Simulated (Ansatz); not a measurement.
TiAl (CuAu type, space group P4/mmm)

```
CELL_PARAMETERS angstrom
      2.79703     0.00000     0.00000
      0.00000     2.79703     0.00000
      0.00000     0.00000     4.03197
ATOMIC_POSITIONS crystal
  Al 0.50000 0.50000 0.50000
  Ti 0.00000 0.00000 0.00000
```

The slice is a (0 -1 1) plane (indices of the conventional cell) through the point (0.500, 0.500, 0.500) (fractional), spanned by u = [100] and v = [011] in vectors of this cell: u (2.80 Å) and v (4.91 Å, at 90° to u). It covers one period; positions are fractions (u, v).

Level of theory: PBEsol (plane waves to 420 eV, PAW, scalar-relativistic; Ansatz, a quantum-chemistry and plane-wave program). k mesh 17×17×12. Near the nuclei the fields are pseudised (PAW); where an atom keeps semicore shells as valence, they peak there. The PAW data are Ansatz's earlier set. TiAl is run without spin polarisation. TiAl was relaxed with its symmetry unable to fall.

Three fields on this plane, each scaled to ten steps between its own extremes (0 low, 9 high; the total valence density on a logarithmic scale, the potential cut 8 eV below its top; x marks points blanked near nuclei; v = 0 in the bottom row):

Map A
```
|xxxxxxx47874xxxxxx|
|xxxxxxx57875xxxxxx|
|xxxxxx2689862xxxxx|
|xxxxxx5799975xxxxx|
|xxxxx468999864xxxx|
|xxx2467899987642xx|
|445667888888876654|
|777777766666777777|
|998876432123467889|
|9987530xxxxx035789|
|99862xxxxxxxxx2689|
|9873xxxxxxxxxxx378|
|8750xxxxxxxxxxx057|
|774xxxxxxxxxxxxx47|
|763xxxxxxxxxxxxx36|
|762xxxxxxxxxxxxx26|
|763xxxxxxxxxxxxx36|
|774xxxxxxxxxxxxx47|
|8750xxxxxxxxxxx057|
|9873xxxxxxxxxxx378|
|99862xxxxxxxxx2689|
|9987530xxxxx035789|
|998876432123467889|
|777777766666777777|
|445667888888876654|
|xxx2467899987642xx|
|xxxxx468999864xxxx|
|xxxxxx5799975xxxxx|
|xxxxxx2689862xxxxx|
|xxxxxxx57875xxxxxx|
|xxxxxxx47874xxxxxx|
|xxxxxxx47874xxxxxx|
```

Map B
```
|xxxxxxx99999xxxxxx|
|xxxxxxx99999xxxxxx|
|xxxxxx8999998xxxxx|
|xxxxxx8888888xxxxx|
|xxxxx888777888xxxx|
|xxx8877665667788xx|
|999876433333467899|
|998753210001235789|
|887421000000012478|
|7652000xxxxx000256|
|65310xxxxxxxxx0135|
|4410xxxxxxxxxxx014|
|4310xxxxxxxxxxx013|
|321xxxxxxxxxxxxx12|
|321xxxxxxxxxxxxx12|
|321xxxxxxxxxxxxx12|
|321xxxxxxxxxxxxx12|
|321xxxxxxxxxxxxx12|
|4310xxxxxxxxxxx013|
|4410xxxxxxxxxxx014|
|65310xxxxxxxxx0135|
|7652000xxxxx000256|
|887421000000012478|
|998753210001235789|
|999876433333467899|
|xxx8877665667788xx|
|xxxxx888777888xxxx|
|xxxxxx8888888xxxxx|
|xxxxxx8999998xxxxx|
|xxxxxxx99999xxxxxx|
|xxxxxxx99999xxxxxx|
|xxxxxxx99999xxxxxx|
```

Map C
```
|xxxxxxx32223xxxxxx|
|xxxxxxx32223xxxxxx|
|xxxxxx2221222xxxxx|
|xxxxxx2111112xxxxx|
|xxxxx211000112xxxx|
|xxx3221000001223xx|
|333221000000012233|
|222211011111011222|
|211111245654211111|
|1111258xxxxx852111|
|11136xxxxxxxxx6311|
|1125xxxxxxxxxxx521|
|1249xxxxxxxxxxx942|
|236xxxxxxxxxxxxx63|
|348xxxxxxxxxxxxx84|
|349xxxxxxxxxxxxx94|
|348xxxxxxxxxxxxx84|
|236xxxxxxxxxxxxx63|
|1249xxxxxxxxxxx942|
|1125xxxxxxxxxxx521|
|11136xxxxxxxxx6311|
|1111258xxxxx852111|
|211111245654211111|
|222211011111011222|
|333221000000012233|
|xxx3221000001223xx|
|xxxxx211000112xxxx|
|xxxxxx2111112xxxxx|
|xxxxxx2221222xxxxx|
|xxxxxxx32223xxxxxx|
|xxxxxxx32223xxxxxx|
|xxxxxxx33233xxxxxx|
```

Task: Assign the maps to these fields: electron localisation function (ELF); valence electron density; electrostatic potential energy of an electron, from the cell's mean.

Result: A is the electrostatic potential energy of an electron, from the cell's mean; B is the electron localisation function (ELF); C is the valence electron density.
